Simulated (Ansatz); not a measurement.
Relaxed Ba3PbO (anti-perovskite):

```xyz
5
Lattice="5.4131 0.0000 0.0000 0.0000 5.4131 0.0000 0.0000 0.0000 5.4131" Properties=species:S:1:pos:R:3 pbc="T T T"
Ba     2.7066     0.0000     2.7066
Ba     0.0000     2.7066     2.7066
Ba     2.7066     2.7066     0.0000
Pb     0.0000     0.0000     0.0000
O      2.7066     2.7066     2.7066
```

In each cell atom 1 (Ba, nearest neighbour O at 2.707 Å; its periodic images, 5.4 Å or more away, move with it) moves by s·(1.000, 0.000, 0.000) (along Cartesian x), the rest being held.

Method: PBEsol (plane waves to 420 eV, PAW, scalar-relativistic; Ansatz, a quantum-chemistry and plane-wave program). k mesh 7×7×7 (Γ-centred), Fermi-Dirac smearing 0.05 eV. E stands for the smeared free energy. With partly filled bands, energies and forces of such displacements shift with the k mesh and the smearing. At this level the bands of Ba3PbO touch or barely overlap. Ba3PbO was relaxed with its symmetry unable to fall. Spin-orbit coupling is left out, though Pb is heavy. ΔE is measured from the undisplaced structure. The last digit holds for this mesh only.

```tsv
s (Å)	ΔE (meV/cell)
-0.270	68.5
-0.216	43.2
-0.162	24.0
-0.108	10.5
-0.054	2.6
0.000	0.0
0.054	2.6
0.108	10.5
0.162	24.0
0.216	43.2
0.270	68.5
```

Q: What force constant k = d²E/ds² at s = 0 does the table give?

A: 1.8 eV/Å². It is the second difference of the nearest points, corrected with the next pair.

Q: With k = 1.78 eV/Å² from the forces, is the well harmonic out to s = 0.270 Å?

A: ½ks² = 65 meV/cell against the computed 69 meV/cell, so the well is stiffer than harmonic there.

(A displaced cell: forces are minus the slopes of the energy, force constants its curvatures, and phonons follow from these.)
